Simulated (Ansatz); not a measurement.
Li:
```xyz
2
Lattice="2.9909 0.0000 0.0000 -1.4955 2.5902 0.0000 0.0000 0.0000 4.8951" Properties=species:S:1:pos:R:3 pbc="T T T"
Li     0.0000     1.7268     1.2238
Li     1.4955     0.8634     3.6713
```

Relaxed with LDA. Special points in fractions of this cell's reciprocal vectors: Γ (0.000, 0.000, 0.000); M (0.500, 0.000, 0.000); K (0.333, 0.333, 0.000); A (0.000, 0.000, 0.500); L (0.500, 0.000, 0.500); H (0.333, 0.333, 0.500).

Q: List the band energies nearest the Fermi level at these points for DFT-LDA in the program Ansatz with PAW potentials.

A: In eV from the Fermi level; about four levels below and three above (degenerate sets whole), none deeper than 8.9 eV; … stands for higher levels left out; points with the same levels are listed once.

| k | below | above |
|---|---|---|
| Γ | -3.58 -0.06 | 3.16 12.87 12.87 |
| M | -0.10 | 1.13 4.83 6.08 |
| K | – | 1.33 2.34 2.34 |
| A | -2.46 -2.46 | 8.28 8.28 … |
| L | – | 0.68 0.68 3.75 3.75 |
| H | – | 2.22 2.22 2.85 2.85 |

Space group P6_3/mmc (hcp (Mg type)). The first step of the workflow began from a Materials Project structure, measured or hypothetical; the Crystallography Open Database files this formula in space group No. 194, but the cells were not matched. It is not the phase usual at ambient conditions (space group No. 229). The cell was relaxed with LDA under the symmetry of its start; of distortions, only those at the zone centre were tested.

Potentials: the earlier of the program's two PAW sets.
